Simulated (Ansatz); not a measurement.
Relaxed-ion elastic tensor of Y (hcp (Mg type), P6_3/mmc) in GPa (Voigt order), the program Ansatz at the PBEsol level (PAW); density 4.72 g/cm³, 31.30 Å³ per atom.

```
      1     2     3     4     5     6
-  ----  ----  ----  ----  ----  ----
1  77.3  25.3  23.6   0.0   0.0   0.0
2  25.3  77.3  23.6   0.0   0.0   0.0
3  23.6  23.6  83.9   0.0   0.0   0.0
4   0.0   0.0   0.0  26.3   0.0   0.0
5   0.0   0.0   0.0   0.0  26.3   0.0
6   0.0   0.0   0.0   0.0   0.0  26.0
```

Is the crystal mechanically stable?

Yes: the smallest eigenvalue of C is 26.0 GPa.

Work out the Voigt, Reuss and Hill averages.

K_V = 42.6, K_R = 42.6, K_H = 42.6; G_V = 26.8, G_R = 26.7, G_H = 26.7 GPa.

Give Young's modulus, Poisson's ratio, Pugh's ratio and the universal anisotropy index.

E = 9KG/(3K + G) = 66.3 GPa; ν = 0.24; K/G = 1.59 (brittle by the Pugh limit of 1.75); A_U = 5G_V/G_R + K_V/K_R − 6 = 0.01.

Estimate the sound speeds and the Debye temperature.

v_l = √((K + 4G/3)/ρ) = 4070 m/s, v_t = √(G/ρ) = 2380 m/s, mean 2640 m/s; Θ = (h/k)(3n/4πV)^(1/3) v_m = 249 K.

Solve the Christoffel equation for the three sound speeds along x, y, z.

Eigenvalues of C_ijkl n_j n_l equal ρv². In km/s, slowest first: x 2.35, 2.36, 4.05; y 2.35, 2.36, 4.05; z 2.36, 2.36, 4.22.

How much does each axis shrink under pressure?

Linear compressibilities β_i = Σ_j S_ij (j = 1 to 3): x 8.0, y 8.0, z 7.4 per TPa.

The PBEsol relaxation kept the symmetry of its start; phonons on a q-mesh show no instability. The workflow began spin-polarised and lost its moments. As this level gives no gap, shear constants depend on the k-mesh and smearing (Fermi–Dirac, 0.1 eV here). On the denser mesh and wider smearing of the elastic run this cell carries a stress of 0.4 GPa.

Potentials: the earlier of the program's two PAW sets.
